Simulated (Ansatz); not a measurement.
## Structures of CsB2: which is lowest?

Plane-wave DFT in Ansatz with scalar-relativistic PAW potentials, cutoff 420 eV, Γ-centred meshes chosen by cell and gap, Gaussian smearing with energies taken to zero width. Every cell was relaxed (cell and atoms) in a run of its own, within the symmetry of its start. Functional: PBE.

Relaxed structures (starts from databases or built by putting these elements on another compound's sites):
A. C2/c, 6 atoms in the computed cell, a = 4.653 Å, b = 4.643 Å, c = 11.458 Å, β = 90.3°; sites (symmetry × multiplicity) Cs 2 × 4, B 1 × 8; start: built
B. P6/mmm, 3 atoms in the computed cell, a = 3.236 Å, c = 5.707 Å; sites (symmetry × multiplicity) Cs 6/mmm × 1, B -6m2 × 2; start: built

**Question.** Rank them by energy. Could pressure change the order?

**Answer.**
| structure | group | E − E(lowest) (meV/atom) | V (Å³/atom) | gap on mesh (eV) |
| --- | --- | --- | --- | --- |
| A | C2/c | 0.0 | 20.63 | 0.00 |
| B | P6/mmm | 171 | 17.26 | 0.00 |

A is lowest, 171 meV/atom under B. B is denser by 3.37 Å³/atom, so pressure favours it: ΔE/ΔV, with ΔE in eV and 1 eV/Å³ = 160.2 GPa, gives about 8 GPa for equal enthalpy if both cells were rigid, a rough figure since the two compress differently. Other structures may lie lower than all of these, and vibrations aren't counted.

Spin-orbit coupling is left out, which matters for the bands of heavy elements.